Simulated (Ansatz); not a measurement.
Zincblende CdS at its r2SCAN geometry, in Ansatz. The base run uses r2SCAN on a modest mesh; each further run changes one setting, sensibly or not. Doubtful ones may also carry a cap on iterations. All numbers are computed, and spin polarisation is off unless an edit sets a moment.

Base input:
```yaml
crystal:
  lattice:
    - [0.0, 2.9392148416, 2.9392148416]
    - [2.9392148416, 0.0, 2.9392148416]
    - [2.9392148416, 2.9392148416, 0.0]
  atoms:
    - { symbol: Cd, position: [0.0, 0.0, 0.0] }
    - { symbol: S, position: [0.25, 0.25, 0.25] }
kpoints:
  mp_grid: { grid: [6, 6, 6] }
hamiltonian:
  xc: r2scan
scf:
  occupations: { method: fixed }
  n_extra_bands: 4
output:
  forces: true
  stress: true
  eigenvalues: true
```

Base results:
```
Basis set: ecut = 500 eV, 1243 PW (Γ)
Symmetry: 24 space group operations
Space group: F-43m (ITA 216)
k-points: 16 of 216 (time reversal used)
SCF converged after 6 iterations
Free energy (F): -9175.608701 eV
Fermi energy:    6.318773 eV
--- Stress (GPa, compression-positive) ---
       -0.011198       0.000000       0.000000
        0.000000      -0.011198       0.000000
        0.000000       0.000000      -0.011198
  P = ⅓ Tr σ = -0.0112 GPa (-0.112 kbar)
--- Band table (eV; the first three rows and the last of 16) ---
  k-point 0: bands = […, -1.5978, -1.1262, -1.1262, 6.3188, 6.3188, 6.3188, 7.8605, 13.3867, 13.3867, 13.3867]
  k-point 1: bands = […, -1.4923, -1.1266, -1.1266, 4.8748, 6.1206, 6.1206, 8.9906, 12.9773, 13.7003, 13.7003]
  k-point 2: bands = […, -1.1208, -1.1100, -1.1100, 2.9827, 5.7578, 5.7578, 9.7176, 13.4198, 13.8890, 13.8890]
  k-point 15: bands = […, -1.2014, -1.0856, -0.5592, 2.5093, 4.2069, 4.2378, 11.3664, 11.8315, 15.0034, 15.0977]
```
The gap over this mesh is 1.542 eV.

Run as `ansatz run input.yaml --threads 4 --pin off --max-ram 3686MiB --backend cpu --events-out ev --progress --plain --runs-dir out`.

Task: The input is altered as follows. How does the run end?
```yaml
scf:
  max_iter: 99
magnetization:
  spin_polarized: true
  initial_magnetization: 2.0
```

Result: It is rejected at once.
```
Error: inconsistent input (scf.occupations.method, magnetization): a σ = 0 step fill (method: fixed, or a smearing width below the step floor) with no hard lock on the total moment puts the same N_el/2 bands in each spin channel, which gives a total moment of zero, but the starting moments sum to +2.0000 μB […]
```

Task: Predict the outcome of this edit.
```yaml
scf:
  occupations: { method: cold, width: 0.05 }
```

Result: Energy, stress and gap stay within 1 meV an atom, 0.1 GPa and 0.005 eV of the base. The width is small against the gap, so it doesn't matter.

Task: What happens with this change?
```yaml
basis:
  ecutwfc: 250
```

Result: 459 plane waves in place of 1243. The free energy moves by +806 meV an atom, the mean stress by +0.06 GPa and the gap on the mesh by +0.042 eV (to 1.584). The basis is too small: these are errors of the cutoff.
```
Warning: basis.ecutwfc = 250 eV is below the records' recommended 500 eV, and the density's cutoff is lower with it unless basis.ecutrho_ratio is high enough to keep the records' density cutoff: compare with a run at a higher cutoff
Basis set: ecut = 250 eV, 459 PW (Γ)
SCF converged after 7 iterations
Free energy (F): -9173.997499 eV
Fermi energy:    6.295591 eV
--- Stress (GPa, compression-positive) ---
        0.053022       0.000000       0.000000
        0.000000       0.053022       0.000000
        0.000000       0.000000       0.053022
  P = ⅓ Tr σ = 0.0530 GPa (0.530 kbar)
--- Band table (eV; the first three rows and the last of 16) ---
  k-point 0: bands = […, -1.7972, -1.3269, -1.3269, 6.2956, 6.2956, 6.2956, 7.8795, 13.4619, 13.4619, 13.4619]
  k-point 1: bands = […, -1.7078, -1.3716, -1.3716, 4.8501, 6.0944, 6.0944, 9.0011, 13.0231, 13.7641, 13.7641]
  k-point 2: bands = […, -1.3398, -1.3398, -1.3279, 2.9700, 5.7332, 5.7332, 9.7350, 13.4342, 13.9338, 13.9338]
  k-point 15: bands = […, -1.4193, -1.2979, -0.7710, 2.5029, 4.2121, 4.2285, 11.3838, 11.8441, 15.0492, 15.1198]
```

Task: Predict the outcome of this edit.
```yaml
scf:
  convergence: { dr2_threshold: 1.0 }
  max_iter: 83
```

Result: It converges in 6 iterations, as the base does. Even so loose a threshold leaves the results unchanged here, which can't be counted on.
```
Warning: scf.convergence.dr2_threshold = 1e0 eV is looser than this run's default, which is 1e-7 eV or tighter. The error in the forces grows as the threshold's square root, so leave the key out unless less accurate forces are enough
```

Task: These lines are set or replaced. What follows?
```yaml
scf:
  max_iter: 93
basis:
  ecutrho_ratio: 1
```

Result: The free energy moves by -175 meV an atom, the mean stress by +2.67 GPa and the gap on the mesh by -0.096 eV (to 1.445). A density grid this coarse aliases the density, so the change is an error.
```
Warning: basis.ecutrho_ratio = 1 (ecutrho = 500 eV) is below the records' recommended 2000 eV
SCF converged after 6 iterations
Free energy (F): -9175.958453 eV
Fermi energy:    6.329952 eV
--- Stress (GPa, compression-positive) ---
        2.662929       0.000000       0.000000
        0.000000       2.662929       0.000000
        0.000000       0.000000       2.662929
  P = ⅓ Tr σ = 2.6629 GPa (26.629 kbar)
--- Band table (eV; the first three rows and the last of 16) ---
  k-point 0: bands = […, -1.6063, -1.1752, -1.1752, 6.3300, 6.3300, 6.3300, 7.7754, 13.3904, 13.3904, 13.3904]
  k-point 1: bands = […, -1.5037, -1.1752, -1.1752, 4.8614, 6.1313, 6.1313, 8.9304, 12.9733, 13.7055, 13.7055]
  k-point 2: bands = […, -1.1559, -1.1559, -1.1370, 2.9636, 5.7679, 5.7679, 9.6663, 13.3991, 13.8930, 13.8930]
  k-point 15: bands = […, -1.2279, -1.1333, -0.5772, 2.4871, 4.2090, 4.2382, 11.3487, 11.8134, 14.9942, 15.0898]
```

One of the further runs printed
```
SCF converged after 8 iterations
Free energy (F): -8503.712965 eV
Fermi energy:    11.935097 eV
--- Stress (GPa, compression-positive) ---
     -106.144618       0.000000       0.000000
        0.000000    -106.144618       0.000000
        0.000000       0.000000    -106.144618
  P = ⅓ Tr σ = -106.1446 GPa (-1061.446 kbar)
```

Task: Which setting had been changed?
A. scf.occupations: cold 4
B. basis.ecutwfc: 80
C. accuracy: low
D. scf.occupations: fermi_dirac 0.5

Result: B. 65 plane waves in place of 1243. The free energy moves by +335948 meV an atom, the mean stress by -106.13 GPa and the gap on the mesh by -2.363 eV (no gap is left). The basis is too small: these are errors of the cutoff.

Spin-orbit coupling is left out.
